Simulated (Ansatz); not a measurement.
A single-point calculation of AlB3P4 as one 8-atom ordering (R3m) on the zincblende lattice with Ansatz, at the level HSE06. The cell was relaxed beforehand with r2SCAN.

Input (YAML):
```yaml
crystal:
  lattice:
    - [1.6763120254, 0.9678191991, 11.2565671866]
    - [-1.6763120254, 0.9678191991, 11.2565671866]
    - [0.0, -1.9356383982, 11.2565671866]
  atoms:
    - { symbol: B, position: [0.9939221394, -0.0060778606, -0.0060778606] }
    - { symbol: B, position: [0.2505335939, 0.2505335939, 0.2505335939] }
    - { symbol: B, position: [0.5068872827, 0.5068872827, 0.5068872827] }
    - { symbol: Al, position: [0.7509995186, 0.7509995186, 0.7509995186] }
    - { symbol: P, position: [0.3088084242, 0.3088084242, 0.3088084242] }
    - { symbol: P, position: [0.5651436321, 0.5651436321, 0.5651436321] }
    - { symbol: P, position: [0.821405365, 0.821405365, 0.821405365] }
    - { symbol: P, position: [0.0523000441, 0.0523000441, 0.0523000441] }
kpoints:
  mp_grid: { grid: [6, 6, 6] }
  band_path:
    path:
      - [0.0, 0.0, 0.0]
      - [-0.5, -0.5, -0.5]
      - [-0.5, -0.171594832, -0.828405168]
      - [-0.171594832, 0.171594832, -0.5]
      - [0.0, 0.0, -0.5]
      - [0.0, 0.335797416, -0.335797416]
      - [-0.335797416, 0.0, -0.664202584]
      - [-0.5, 0.0, -0.5]
      - [0.25, 0.25, -0.5]
    npoints: 1
hamiltonian:
  xc: hse06
scf:
  occupations: { method: fermi_dirac, width: 0.02 }
  n_extra_bands: 6
output:
  forces: true
  stress: true
  eigenvalues: true
```

Command: `ansatz run input.yaml --threads 4 --pin off --max-ram 6451MiB --backend cpu --events-out ev --progress --plain --runs-dir out`. It took 9.7 min on 4 threads of Intel(R) Xeon(R) Processor @ 2.50GHz (Skylake/Cascade Lake), on a shared host; peak host memory 4.5 GiB.

The log, with set-up remarks and timings taken out:
```
scf.n_extra_bands = 6 over 16 filled bands (N_el = 32.0): the run solves 22 bands
Functional definition: HSE06
Crystal: 8 atoms, lattice volume = 109.574 Å³
Basis set: ecut = 420 eV, 2167 PW (Γ), FFT grids on a1−a3, a2−a3, a3
Symmetry: 6 space group operations
Space group: R3m (ITA 160)
k-points: 32 of 216 (time reversal used)
[warm-up without exact exchange]
SCF 1 converged in 10 iterations: F = -4030.022627 eV  dr2 = 1.58e-10
[exact exchange on]
Exchange kernel: α = 0.2500, screened, ω = 0.2079 Å⁻¹, Wigner–Seitz truncation, v(0) = 1045.5050 eV·Å³, q-mesh 6×6×6
preconditioner: auto → none  [insulator: Δε(μ)=0.644 eV  σ=0.020 eV  ℏωp=20.1 eV]
SCF 2 stopped early in 10 iterations: F = -4032.992527 eV  dr2 = 8.55e-7
hybrid outer 1: dexx = +1.347e-2 eV, tail = 8.73e-6 eV
SCF 3 converged in 5 iterations: F = -4032.992527 eV  dr2 = 8.50e-11
hybrid outer 2: dexx = +4.629e-7 eV, tail = 1.41e-9 eV, Δε = 9.22e-4 eV, ΔF = 2.39e-3 eV/Å
hybrid SCF converged: 2 outer / 15 inner (+10 warm-up)
Free energy (F): -4032.992527 eV
Fermi energy:    9.094576 eV
--- Forces (eV/Å), atoms counted from 1 ---
  atom   1  B       0.00000      0.00000    -0.03458
  atom   2  B       0.00000      0.00000    -0.03294
  atom   3  B       0.00000      0.00000    -0.03277
  atom   4  Al      0.00000      0.00000      0.00724
  atom   5  P       0.00000      0.00000      0.02688
  atom   6  P       0.00000      0.00000      0.02642
  atom   7  P       0.00000      0.00000      0.10570
  atom   8  P       0.00000      0.00000    -0.06593
--- Stress (GPa, compression-positive) ---
       -1.076007       0.000000       0.000000
        0.000000      -1.076007       0.000000
        0.000000       0.000000      -1.028783
  P = ⅓ Tr σ = -1.0603 GPa (-10.603 kbar)
```

The file bands.tsv (bands near the Fermi energy, numbered from 0, rounded):
```tsv
# k_distance	band_11	band_12	band_13	band_14	band_15	band_16	band_17	band_18	band_19
# fermi_ev = 9.094575
# [0, 0, 0] at k_distance = 0.000000
# [-0.5, -0.5, -0.5] at k_distance = 0.279090
# [-0.5, -0.171594832, -0.828405168] at k_distance = 1.510024
# [-0.171594832, 0.171594832, -0.5] at k_distance = 1.698815
# [0, 0, -0.5] at k_distance = 2.341990
# [0, 0.335797416, -0.335797416] at k_distance = 2.978201
# [-0.335797416, 0, -0.664202584] at k_distance = 3.164947
# [-0.5, 0, -0.5] at k_distance = 3.780414
# [0.25, 0.25, -0.5] at k_distance = 5.223831
# levels_relative_to = fermi_ev
0.000	-2.253	-2.253	-1.781	-0.326	-0.326	2.020	2.146	2.540	2.664
0.279	-3.054	-2.227	-2.227	-0.363	-0.363	2.072	2.320	2.791	2.833
1.510	-6.290	-5.287	-5.083	-4.667	-4.361	1.519	1.829	2.705	3.553
1.699	-6.290	-5.287	-5.083	-4.667	-4.361	1.519	1.829	2.705	3.553
2.342	-5.115	-4.610	-4.271	-3.981	-2.202	0.605	1.109	1.397	2.487
2.978	-6.280	-5.351	-5.043	-4.681	-4.327	1.457	1.961	2.535	3.721
3.165	-6.280	-5.351	-5.043	-4.681	-4.327	1.457	1.961	2.535	3.721
3.780	-5.444	-5.051	-4.070	-3.336	-2.133	0.313	0.603	1.525	1.856
5.224	-4.259	-3.922	-3.247	-2.689	-1.396	0.803	1.602	2.583	3.242
```
In order the rows are Γ, T, H₂, H₀, L, S₀, S₂, F, (1/4, 1/4, -1/2).

The HSE06 gap is indirect, 0.64 eV (Γ to F), below the direct gap of 2.20 eV at k = (1/4, 1/4, -1/2). The gap is the least over the mesh and the extra points. With the atoms held, the mean pressure is -1.1 GPa (compression positive). The stress of a hybrid is loosely converged here. The largest force is 0.11 eV/Å.

Simulation only: spin-unpolarised, and no claim that this is the phase found in nature.
